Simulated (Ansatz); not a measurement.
An Ansatz input:

```yaml
crystal:
  lattice:
    - [2.4568826786, 0.0, 0.0]
    - [-1.2284413393, 2.1277228137, 0.0]
    - [0.0, 0.0, 4.3943344415]
  atoms:
    - { symbol: Cr, position: [0.3333333333, 0.6666666667, 0.25], spin: 1.5 }
    - { symbol: Cr, position: [0.6666666667, 0.3333333333, 0.75], spin: -1.5 }
hamiltonian:
  xc: pbesol
  pseudopotentials:
    kind: paw
    azcp:
      Cr: "pseudopotentials/Cr.paw.azcp"
basis:
  ecutwfc: 420
  fft_grid_basis: typed
kpoints:
  mp_grid: { grid: [16, 16, 8], shift: [0, 0, 0] }
magnetization:
  spin_polarized: true
scf:
  occupations: { method: fermi_dirac, width: 0.05 }
  lower_state_search: "off"
output:
  stress: true
```

Terminal output

```
Warning: the record states the generating functional pbe (its physics header spells it `PBE`), which answers neither for hamiltonian.xc's functional nor for the pbesol family's — results may be inconsistent (PPs are generated against a specific XC)
Engine: ansatz 0.2.0, aarch64-unknown-linux-gnu
Pseudopotentials: kind: paw
Pseudopotential: Cr, paw, valence charge 14, recommended cutoff 420 eV (normal) 
Functional definition: PBEsol
  exchange = pbesol_x
  correlation = pbesol_c
Crystal: 2 atoms, lattice volume = 22.972 Å³
Basis set: ecut = 420 eV, 429 PW (Γ)
Bands: 20, of which v1, the nominal top of the filled ones, is band 14 counted from 1 (13 counted from 0)
Symmetry: 12 space group operations
Space group: P-6m2 (ITA 187), of the structure as read, at distance tolerance 2.8e-5 Å
Magnetic group: BNS 194.267 (UNI 1497), of the structure as read, at distance tolerance 2.8e-5 Å
k-points: 150 of 2048 (time reversal used)
Non-local potential: Cr, projectors of the file, l = 0: 3, l = 1: 2, l = 2: 3, l = 3: 1
PAW form: soft (Blöchl's): semilocal exchange-correlation on the pseudo side does not see the compensation charge
PAW frozen core: Cr, regenerated for the run's functional, and the local potential with it (the file was generated under x = pbe(κ = 0.804, μ = 0.2195149727645171), c = pbe(β = 0.06672455060314922))
PAW one-centre angular grid: Cr, 590 points (default); XC on 64 Gauss nodes
Initial density: superposition of atomic densities (chi_scale 0.1, normalization cell)
Starting moments: Σ|m| = 3 μB on 2 of 2 sites
Starting magnetic order: antiferromagnet; an inversion exchanges its spin sublattices: spin-degenerate at every k-point
Initial wavefunctions: pseudopotential atomic-orbital guess
Functional: x = pbesol(κ = 0.804, μ = 0.12345679012345678), c = pbesol(β = 0.046)
SCF iter   1: F=—  HF=-6700.413922 eV  |F-HF|=—  |Δ(HF+E_count)|=         —  Δρ=1.57e-1 (↑1.57e-1 ↓1.57e-1)  dr2=1.15e1  dr2_m=1.94e0  M=-0.000 μB ∫|m|=1.253 μB  β_m=0.30  ethr=3.10e-3  ⟨swp⟩=3.4  Hψ=20898  notcnv=0  defer=15
SCF iter   2: F=—  HF=-6698.181448 eV  |F-HF|=—  |Δ(HF+E_count)|=    2.23e0  Δρ=9.16e-2 (↑9.16e-2 ↓9.16e-2)  dr2=3.18e0  dr2_m=9.16e-1  M=-0.000 μB ∫|m|=1.248 μB  β_m=0.30  ethr=3.10e-3  ⟨swp⟩=2.0  Hψ=13488  notcnv=0  defer=158
SCF iter   3: F=—  HF=-6697.430839 eV  |F-HF|=—  |Δ(HF+E_count)|=   7.51e-1  Δρ=4.47e-2 (↑4.47e-2 ↓4.47e-2)  dr2=7.90e-2  dr2_m=3.63e-1  M=0.000 μB ∫|m|=1.309 μB  β_m=0.30  ethr=3.10e-3  ⟨swp⟩=2.5  Hψ=11889  notcnv=0  defer=158
SCF iter   4: F=—  HF=-6697.420907 eV  |F-HF|=—  |Δ(HF+E_count)|=   9.93e-3  Δρ=3.88e-2 (↑3.88e-2 ↓3.87e-2)  dr2=3.00e-2  dr2_m=3.07e-1  M=-0.000 μB ∫|m|=1.128 μB  β_m=0.30  ethr=2.82e-4  ⟨swp⟩=2.9  Hψ=14470  notcnv=0  defer=110
SCF iter   5: F=—  HF=-6697.443764 eV  |F-HF|=—  |Δ(HF+E_count)|=   2.29e-2  Δρ=3.18e-2 (↑3.14e-2 ↓3.18e-2)  dr2=8.13e-4  dr2_m=2.10e-1  M=0.000 μB ∫|m|=1.026 μB  β_m=0.30  ethr=1.07e-4  ⟨swp⟩=2.1  Hψ=10352  notcnv=0  defer=108
SCF iter   6: F=—  HF=-6697.469869 eV  |F-HF|=—  |Δ(HF+E_count)|=   2.61e-2  Δρ=2.86e-2 (↑2.86e-2 ↓2.65e-2)  dr2=2.16e-3  dr2_m=1.59e-1  M=0.000 μB ∫|m|=0.915 μB  β_m=0.30  ethr=2.91e-6  ⟨swp⟩=2.0  Hψ=11380  notcnv=0  defer=108
...
iter 20 did not close the SCF: its close was put off for a magnetic moment that had not settled (scf_convergence_deferred on its scf_iter line)
SCF iter  20: F=-6697.554920 eV  HF=-6697.554920 eV  |F-HF|=5.86e-10  |Δ(HF+E_count)|=   1.36e-8  Δρ=3.91e-6 (↑3.91e-6 ↓3.01e-6)  dr2=3.73e-9  dr2_m=2.14e-9  M=0.000 μB ∫|m|=0.000 μB  β_m=0.72  ethr=5.84e-11  ⟨swp⟩=1.2  Hψ=17846  notcnv=0
iter 21 did not close the SCF: its close was put off for a magnetic moment that had not settled (scf_convergence_deferred on its scf_iter line)
SCF iter  21: F=-6697.554920 eV  HF=-6697.554920 eV  |F-HF|=1.26e-10  |Δ(HF+E_count)|=   3.66e-9  Δρ=1.05e-6 (↑8.35e-7 ↓1.05e-6)  dr2=6.94e-11  dr2_m=1.79e-10  M=0.000 μB ∫|m|=0.000 μB  β_m=0.78  ethr=1.33e-11  ⟨swp⟩=1.0  Hψ=15574  notcnv=0
SCF iter  22: F=-6697.554920 eV  HF=-6697.554920 eV  |F-HF|=2.00e-10  |Δ(HF+E_count)|=  3.63e-10  Δρ=4.23e-7 (↑4.23e-7 ↓4.07e-7)  dr2=2.13e-10  dr2_m=9.53e-12  M=0.000 μB ∫|m|=0.000 μB  ethr=1.00e-12  ⟨swp⟩=1.0  Hψ=14874  notcnv=0
WARN: the starting moments were not kept: the SCF closed with an absolute magnetisation of 8.7e-6 μB, where they sum to 3 μB in size (2 sites). That is at most 0.1 of that sum. Measured as dr2_m measures the in/out step, that magnetisation stands 3.4e-11 eV from none, at or under the dr2_threshold of 1.0e-7 eV: it is no larger than a step whose dr2_m would equal this threshold. The system may hold no moment; this SCF shows only that its start led to no more than that. To try another start: raise the starting moments (crystal.atoms[].spin, magnetization.per_species, magnetization.initial_magnetization, or on a non-collinear deck that types none of these the spinor_matrix: blocks that start its atoms; where the total moment is fixed, keep their sum and leave initial_magnetization as it is; typed ones take the place of any that the run laid by itself, positive ones on a crystal's lanthanoids without a Hubbard term where scf.initial_density.shell_occupations: [] is typed) or, if the notice of its spin-set hold's release reads "site moments contracting" or "site moments show no strong build", lengthen the hold (scf.mixing.spin_hold: { on: { confirm: 4 } }; for m-r²SCAN on two components see the key's manual first). Each may lead to a state that holds a moment. A second SCF, from the converged charge density, with the starting moments and any scf.initial_density.shell_occupations laid on it anew, would have followed, and was not run: the deck does not ask for one (magnetization.retry_lost_moments is false, the default). To let it run, set magnetization.retry_lost_moments: true and run the deck again, where that key's refused combinations let it; where memory then withholds it, that run's warning says so.
SCF 1 converged in 22 iterations: F = -6697.554920 eV  dr2 = 2.13e-10
SCF converged after 22 iterations
Magnetization: 0.0000 μB (14.0000 up, 14.0000 down)
Absolute magnetization: 0.0000 μB (∫|ρ↑−ρ↓|, with the PAW one-centre terms)
Spin contamination: 0.0000 ħ² per cell (⟨S²⟩ above its minimum at these occupations)
Per-site moments (μB) at R_I (Å): [(4.877865863588444e-6, 1.0134641049021238), (2.7414838527284566e-6, 1.0134641049021238)]
Free energy (F): -6697.554920 eV
Harris-Foulkes:  -6697.554920 eV  (|F-HF|=2.00e-10)
Internal energy: -6697.528160 eV  (E = F + TS)
E sigma→0 (E₀):  -6697.541540 eV
Entropy (-TS):   -0.026760 eV (-13.380 meV/atom)
Fermi energy:    19.240417 eV
--- Per-component energies (eV) ---
  E_band       = -283.141486
  E_kinetic    = 688.891695
  E_local      = -2355.494463  (includes V_loc(G=0)·N_el)
  E_nonlocal   = 161.682749
  E_hartree    = 1028.992309
  E_xc         = -278.570184
  E_vxc        = -356.968079  (∫ρ·V_xc dr)
  E_paw        = -2335.073104  (= ΣΔE_a)
  E_vpaw       = -479.238803  (= ΣTr[D̂ρ^β])
  E_aug_tail   = 0.000703  (compensation charges beyond the density's cutoff)
  E_ewald      = -3608.277865
  E_core_change = 0.319999  (= ΣΔE_core)
  E_smearing   = -0.026760  (= −TS)
  E_closure    = 0.000000  (closes the sum)
  Σ components = -6697.554920   (vs F -6697.554920, Δ=0.00e0)
--- Stress (GPa, compression-positive) ---
        0.144511      -0.000000       0.000000
        0.000000       0.144511       0.000000
        0.000000       0.000000      -0.235930
  P = ⅓ Tr σ = 0.0177 GPa (0.177 kbar)
```
